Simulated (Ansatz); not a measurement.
ZnCdS2:
```yaml
crystal:
  lattice:
    - [3.92781, 0.00000, 0.00000]
    - [0.00000, 3.92781, 0.00000]
    - [0.00000, 0.00000, 5.65345]
  atoms:
    - { symbol: Zn, position: [0.00000, 0.00000, 0.50000] }
    - { symbol: Cd, position: [0.50000, 0.50000, 0.00000] }
    - { symbol: S, position: [0.50000, 0.00000, 0.27536] }
    - { symbol: S, position: [0.00000, 0.50000, 0.72464] }
```

Tensor components refer to the Cartesian frame of this cell.

Give the proper piezoelectric stress tensor with relaxed ions from plane-wave PAW PBEsol (Ansatz code).

In C/m², rows x, y, z, Voigt columns; mesh uncertainty up to 0.01.
```
 0.00   0.00   0.00   0.00  -0.22   0.00
 0.00   0.00   0.00   0.22   0.00   0.00
-0.18   0.18   0.00   0.00   0.00   0.00
```

The elastic tensor of the same run (GPa):

|  | 1 | 2 | 3 | 4 | 5 | 6 |
|---|---|---|---|---|---|---|
| 1 | 108 | 37.6 | 60.2 | 0.0 | 0.0 | 0.0 |
| 2 | 37.6 | 108 | 60.2 | 0.0 | 0.0 | 0.0 |
| 3 | 60.2 | 60.2 | 92.2 | 0.0 | 0.0 | 0.0 |
| 4 | 0.0 | 0.0 | 0.0 | 34.1 | 0.0 | 0.0 |
| 5 | 0.0 | 0.0 | 0.0 | 0.0 | 34.1 | 0.0 |
| 6 | 0.0 | 0.0 | 0.0 | 0.0 | 0.0 | 14.1 |

Convert to strain constants d = e·S.

In pC/N:
```
 0.0   0.0   0.0   0.0  -6.6   0.0
 0.0   0.0   0.0   6.6   0.0   0.0
-2.5   2.5   0.0   0.0   0.0   0.0
```

Space group P-4m2. The workflow started from a Materials Project entry (that database holds measured and hypothetical structures alike); the Crystallography Open Database copy checked does not list it. Whether it is the stable phase at ambient conditions was not checked. The cell was relaxed with PBEsol under the symmetry of its start; of distortions, only those at the zone centre were tested.

Potentials: the later of the program's two PAW sets.
